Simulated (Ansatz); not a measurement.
Calculated with Ansatz: K2ScSi2, settings compared

The command:

```bash
ansatz run input.yaml --threads 1 --pin off --max-ram 2560MiB --backend cpu --events-out ev --progress --plain --runs-dir out
```

input.yaml:

```yaml
crystal:
  lattice:
    - [0.0, 4.518647, 0.0]
    - [4.518647, 0.0, 0.0]
    - [2.259323, 2.259323, -5.769778]
  atoms:
    - { symbol: Sc, position: [0.0, 0.0, 0.0] }
    - { symbol: K, position: [0.75, 0.25, 0.5] }
    - { symbol: K, position: [0.25, 0.75, 0.5] }
    - { symbol: Si, position: [0.375, 0.375, 0.25] }
    - { symbol: Si, position: [0.625, 0.625, 0.75] }
  symmetry: { tolerance: 0.0003 }
kpoints:
  mp_grid: { grid: [4, 4, 4], shift: [0, 0, 0] }
magnetization:
  spin_polarized: false
scf:
  occupations: { method: fermi_dirac }
hamiltonian:
  pseudopotentials: { kind: paw }
  xc: r2scan
basis:
  ecutwfc: 500
output:
  forces: true
  stress: true
  eigenvalues: true
```

Origin of the cell: a known structure type with other elements, at an estimated volume, so it need not be a known compound.

The smearing width isn't typed, so it takes its default of 0.1 eV.

Output of this run (shortened):

```
Pseudopotentials: kind: paw
Pseudopotential: Sc, paw, valence charge 11, recommended cutoff 500 eV (meta_gga), Sc.paw.azcp
Pseudopotential: K, paw, valence charge 9, recommended cutoff 500 eV (meta_gga), K.paw.azcp
Pseudopotential: Si, paw, valence charge 4, recommended cutoff 500 eV (meta_gga), Si.paw.azcp
Functional definition: r2SCAN
  exchange = r2scan_x(k0 = k0, k1 = k1, a1 = a1)
  correlation = r2scan_c
Crystal: 5 atoms, lattice volume = 117.808 Å³
Basis set: ecut = 500 eV, 2985 PW (Γ), exchange–correlation on 144×144×200 points (64 copies of the dense FFT grid, shifted against one another)
Bands: 24, of which v1, the nominal top of the filled ones, is band 19 counted from 1 (18 counted from 0)
Symmetry: 16 space group operations
[… 11 lines left out …]
Initial density: superposition of atomic densities (neutral atoms: chi_scale 0, normalization atom), corrected by the library's trained network
Functional: x = r2scan, c = r2scan; τ floored in thin density (d = 2e-4 eV/Å³)
SCF iter   1: F=—  HF=-6496.758137 eV  Δρ=9.51e-3  dr2=2.16e-1  dr2_τ=2.06e-2
SCF iter   2: F=—  HF=-6496.834273 eV  Δρ=4.36e-3  dr2=1.77e-2  dr2_τ=3.62e-3
SCF iter   3: F=—  HF=-6496.841320 eV  Δρ=2.78e-3  dr2=1.03e-2  dr2_τ=1.91e-4
SCF iter   4: F=—  HF=-6496.846051 eV  Δρ=9.37e-4  dr2=1.44e-3  dr2_τ=2.68e-5
SCF iter   5: F=—  HF=-6496.847055 eV  Δρ=2.82e-4  dr2=1.81e-4  dr2_τ=1.21e-6
SCF iter   6: F=—  HF=-6496.847189 eV  Δρ=6.98e-5  dr2=1.52e-5  dr2_τ=1.45e-7
SCF iter   7: F=—  HF=-6496.847199 eV  Δρ=1.74e-5  dr2=8.18e-7  dr2_τ=1.35e-8
SCF iter   8: F=-6496.847199 eV  HF=-6496.847199 eV  Δρ=4.84e-6  dr2=4.80e-8  dr2_τ=1.41e-9
SCF 1 converged in 8 iterations: F = -6496.847199 eV  dr2 = 4.80e-8
SCF converged after 8 iterations
Free energy (F): -6496.847199 eV
Harris-Foulkes:  -6496.847199 eV  (|F-HF|=2.92e-8)
Internal energy: -6496.703128 eV  (E = F + TS)
E sigma→0 (E₀):  -6496.775164 eV
Entropy (-TS):   -0.144071 eV (-28.814 meV/atom)
Fermi energy:    7.390067 eV
--- Per-component energies (eV) ---
  E_band       = -357.451115
  E_kinetic    = 855.880864
  E_local      = -2089.012012  (includes V_loc(G=0)·N_el)
  E_nonlocal   = 162.830080
  E_hartree    = 734.571716
  E_xc         = -471.430569
  E_vxc        = -613.127084  (∫ρ·V_xc dr)
  E_paw        = -3579.228904  (= ΣΔE_a)
  E_vpaw       = -177.713165  (= ΣTr[D̂ρ^β])
  E_aug_tail   = 0.000012  (compensation charges beyond the density's cutoff)
  E_vtau       = 34.540951  (kinetic-family band-sum trace: ∫τ·v_τ [+ j·A + Jᵃ·Aᵃ] dr)
  E_ewald      = -2109.530588
  E_core_change = -0.783728  (= ΣΔE_core)
  E_smearing   = -0.144071  (= −TS)
  Σ components = -6496.847199   (vs F -6496.847199, Δ=0.00e0)
--- Forces (eV/Å), atoms counted from 1 ---
  atom   1  Sc     0.000000    -0.000000     0.000000
  atom   2  K     -0.000000    -0.000000    -0.000000
  atom   3  K      0.000000     0.000000     0.000000
  atom   4  Si     0.000000     0.000000     6.105051
  atom   5  Si    -0.000000    -0.000000    -6.105051
  max |Σ_I F_I| component: 5.42e-19 eV/Å
--- Stress (GPa, compression-positive) ---
       12.679658       0.000000       0.000000
        0.000000      12.679658       0.000000
        0.000000       0.000000      13.180312
  P = ⅓ Tr σ = 12.8465 GPa (128.465 kbar)
```

The same input was run again with these changes:

1. `kpoints.mp_grid.grid` [4, 4, 4] → [3, 3, 3]
2. `hamiltonian.hubbard` default → { sites: [{ species: Sc, l: d, u_eff: 1.0 }], double_counting: amf }; `accuracy` default → high
3. `scf.occupations.method` fermi_dirac → tetrahedron_uncorrected; `kpoints.mp_grid.grid` [4, 4, 4] → [3, 3, 3]
4. `scf.algorithm` default → density_mixing

```tsv
run	end	SCF iterations	P (GPa)	max force component (eV/Å)	gap on mesh (eV)	moment (μB)	ΔE(σ→0) (meV/atom)
base	converged	8	12.85	6.105	–	–	0
1	converged	8	12.79	6.016	–	–	8.42
2	converged	13	12.90	6.141	–	–	–
3	converged	9	12.89	6.000	–	–	19.89
4	converged	8	12.85	6.105	–	–	0.00
```

Energies are compared only where functional, datasets, charge and starting cell are the same.

Not properties of the system: run 1 (too coarse or loose: `kpoints.mp_grid.grid` = [3, 3, 3]), run 3 (too coarse or loose: `kpoints.mp_grid.grid` = [3, 3, 3]).

Caveats of the base run: no moments, though an odd count or open d shells may carry them; the given cell is far from equilibrium, with atoms too close or a volume far off; the k mesh is coarse if the cell is a metal.

Time of the base run: 9.3 s on 1 thread of Arm Neoverse V1, with other jobs on the host, peak memory 0.65 GiB, from the program's own first density.
